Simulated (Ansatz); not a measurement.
# Structures of Sr3Hf: which is lowest?

Plane-wave DFT in Ansatz with scalar-relativistic PAW potentials, cutoff 420 eV, Γ-centred meshes chosen by cell and gap, Gaussian smearing with energies taken to zero width. Every cell was relaxed (cell and atoms) in a run of its own, within the symmetry of its start. Functional: PBE.

Relaxed structures (starts from databases or built by putting these elements on another compound's sites):
A. P6_3/mmc, 8 atoms in the computed cell, a = 7.857 Å, c = 6.129 Å; sites (symmetry × multiplicity) Sr mm2 × 6, Hf -6m2 × 2; start: built
B. I4/mmm, 4 atoms in the computed cell, a = 5.482 Å, c = 10.755 Å; sites (symmetry × multiplicity) Sr -4m2 × 4 + 4/mmm × 2, Hf 4/mmm × 2; start: built

Problem. Rank them by energy. Could pressure change the order?

Solution.
| structure | group | E − E(lowest) (meV/atom) | V (Å³/atom) | gap on mesh (eV) |
| --- | --- | --- | --- | --- |
| A | P6_3/mmc | 0.0 | 40.96 | 0.00 |
| B | I4/mmm | 28.1 | 40.41 | 0.00 |

A is lowest, 28 meV/atom under B. The two lowest differ in volume by under 3 %, too little for a first-order estimate of what pressure does to that pair (other pairs aren't weighed here); with rigid cells even 3 % in favour of the higher one would need about 4 GPa. Other structures may lie lower than all of these, and vibrations aren't counted.

Spin-orbit coupling is left out, which matters for the bands of heavy elements.